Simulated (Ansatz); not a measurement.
# NbB2 (P6/mmm), two-dimensional strain map

These are results of Ansatz, DFT LDA, scalar-relativistic, plane waves, PAW, not measurements. Settings: plane waves to 420 eV, k-mesh 18×18×14 (Γ-centred), Gaussian smearing 0.15 eV. No spin polarisation. Energies are free energies at this smearing, counted from the undisturbed cell; pressure is positive in compression.

The starting cell (relaxed at this level; it needn't be the usual structure):

```
CELL_PARAMETERS angstrom
3.07198 0.00000 0.00000
-1.53599 2.66041 0.00000
0.00000 0.00000 3.28132
ATOMIC_POSITIONS crystal
Nb 0.00000 0.00000 0.00000
B 0.33333 0.66667 0.50000
B 0.66667 0.33333 0.50000
```

The cell is strained by p along both x and y and by q along z, fractional coordinates fixed. Points are written (p, q).

Energy above the undisturbed cell in meV/atom (a dash: not computed):

| p \ q | -0.050 | -0.025 | 0.000 | 0.025 | 0.050 |
| --- | --- | --- | --- | --- | --- |
| -0.050 | ? | 163.9 | 119.7 | 92.9 | ? |
| -0.025 | ? | 53.2 | 28.9 | 21.5 | 27.5 |
| 0.000 | ? | 8.0 | 0.0 | 8.5 | 30.2 |
| 0.025 | 32.1 | 18.8 | – | – | – |

Fill in the withheld energies.

(-0.050, -0.050): 229.6; (-0.050, 0.050): 81.9; (-0.025, -0.050): 98.4; (0.000, -0.050): 36.0.